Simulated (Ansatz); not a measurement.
This Be4Os structure is the end of a relaxation. The cell was found from a structure generator's guess, not taken from experiment.

The calculation used DFT PBE, scalar-relativistic, plane waves, PAW (Ansatz). Cutoff 420 eV, Γ-centred mesh, Gaussian smearing, no spin polarisation.

```
Be Os
1.0
    -2.51108    2.51108    1.83891
     2.51108   -2.51108    1.83891
     2.51108    2.51108   -1.83891
Be Os
4 1
Direct
  0.19792 0.50000 0.69792
  0.50000 0.19792 0.69792
  0.50000 0.80208 0.30208
  0.80208 0.50000 0.30208
  0.00000 0.00000 0.00000
```

Energies over the elements count from the elements' standard structures at the same level, with no fitted energy shifts.

Q: Find its symmetry and describe it.

A: I4/mmm (No. 139). Conventional cell: a = 5.022 Å, c = 3.678 Å. Be is surrounded by 1 Be at 1.99 Å, 2 Be at 2.15 Å, 4 Be at 2.31 Å, 2 Os at 2.38 Å and 2 Os at 2.70 Å; Os is surrounded by 8 Be at 2.38 Å and 8 Be at 2.70 Å.

Q: How far does it lie from the elements in energy?

A: −0.01 eV/atom. The formation energy is too near zero to say whether this cell lies below the elements.

Q: Is it a metal?

A: Yes, bands cross the Fermi level on the 12×12×12 mesh.

The last run used a 12×12×12 mesh for its 5-atom cell and Gaussian smearing of 0.10 eV. For metals, differences of a few meV/atom aren't resolved. These runs have no spin–orbit coupling, which can matter for Os. A later test with randomly moved atoms led to a structure 163 meV/atom lower, so this end is a saddle point or a shallow minimum.
